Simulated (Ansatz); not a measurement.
ZrIr (rock salt, space group No. 225) at seven volumes, PBE in the plane-wave PAW code Ansatz, scaled uniformly. One row is withheld.

```csv
V (Å³/atom),P (GPa)
18.188,17.94
18.788,?
19.387,5.06
19.987,0.00
20.587,-4.32
21.186,-8.00
21.786,-11.14
```

Question: Fit the shown pressures and predict the withheld one.

Answer: P = (3/2)B₀(x^(7/2) − x^(5/2))[1 + (3/4)(B′ − 4)(x − 1)] with x = (V₀/V)^(2/3). Least squares on the six rows gives V₀ = 19.987 Å³/atom, B₀ = 155 GPa, B′ = 4.28. At V = 18.788, x = 1.0421 and P = 10.95 GPa. The run itself gave 10.99 GPa.

Space group Fm-3m (rock salt). The start of the workflow was typed in or built on a structure type; neither database checked (COD, Materials Project) lists it. COD files the formula under space group No. 221, so this cell is another polymorph or a model. Its standing as an ambient phase is unchecked. Symmetry was held in the PBE relaxation; whether a distortion lowers the energy is not shown. The run is not spin-polarised. Spin–orbit coupling is left out wherever it is not named.

Potentials: the earlier of the program's two PAW sets.
